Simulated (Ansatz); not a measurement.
ZrNi:
```
CELL_PARAMETERS angstrom
      1.61547    -4.89439     0.00000
      1.61547     4.89439     0.00000
      0.00000     0.00000     3.97459
ATOMIC_POSITIONS crystal
  Zr 0.63867 0.36133 0.25000
  Zr 0.36133 0.63867 0.75000
  Ni 0.91703 0.08297 0.25000
  Ni 0.08297 0.91703 0.75000
```

Relaxed with LDA. Special points in fractions of this cell's reciprocal vectors: Γ (0.000, 0.000, 0.000); Y (-0.500, 0.500, 0.000); C0 (-0.277, 0.723, 0.000); Σ0 (0.277, 0.277, 0.000); Z (0.000, 0.000, 0.500); A0 (0.277, 0.277, 0.500); E0 (-0.277, 0.723, 0.500); T (-0.500, 0.500, 0.500); S (0.000, 0.500, 0.000); R (0.000, 0.500, 0.500).

### Question
List the band energies nearest the Fermi level at these points for LDA (plane waves, PAW; program Ansatz).

### Answer
In eV from the Fermi level; about four levels below and three above (degenerate sets whole), none deeper than 8.9 eV; points with the same levels are listed once.

```tsv
k	below	above
Γ	-2.09 -2.00 -1.84 -1.65	0.07 0.44 0.55
Y	-1.98 -1.93 -1.85 -0.67	0.34 0.49 1.41
C0	-1.48 -1.12 -1.11 -0.06	0.42 1.22 2.39
Z	-1.88 -1.88 -0.59 -0.59	0.57 0.57 1.03 1.03
A0	-1.59 -1.59 -0.63 -0.63	0.48 0.48 1.10 1.10
T	-1.93 -1.93 -1.05 -1.05	0.89 0.89 1.98 1.98
S	-1.56 -1.51 -1.38 -0.96	0.03 0.34 0.96
R	-1.54 -1.54 -0.13 -0.13	0.11 0.11 0.81 0.81
```

Space group Cmcm. The workflow started from a Materials Project entry (that database holds measured and hypothetical structures alike); the Crystallography Open Database files this formula in space group No. 63, but the cells were not matched. Its standing as an ambient phase is unchecked. Symmetry was held in the LDA relaxation; its stability against distortions is not shown here. No spin polarisation was allowed. Spin–orbit coupling is left out wherever it is not named.

Potentials: the later of the program's two PAW sets.
